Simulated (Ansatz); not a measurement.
PbS:
```yaml
crystal:
  lattice:
    - [4.12359, 0.00000, 0.00000]
    - [-2.06180, 3.57113, 0.00000]
    - [0.00000, 0.00000, 7.33336]
  atoms:
    - { symbol: Pb, position: [0.00000, 0.00000, 0.00000] }
    - { symbol: Pb, position: [0.00000, 0.00000, 0.50000] }
    - { symbol: S, position: [0.33333, 0.66667, 0.25000] }
    - { symbol: S, position: [0.66667, 0.33333, 0.75000] }
```

The program Ansatz at the r²SCAN level (PAW) gives a gap of 0.25 eV without spin–orbit coupling, maximum at Γ, minimum at M.

Task: What happens when spin–orbit coupling is switched on?

Result: The gap closes at this level.

Space group P6_3/mmc (NiAs type). The start of the workflow was typed in or built on a structure type; neither database checked (COD, Materials Project) lists it. It is not the phase usual at ambient conditions (space group No. 225). The cell was relaxed with r²SCAN under the symmetry of its start; its stability against distortions is not shown here.

Potentials: the earlier of the program's two PAW sets.
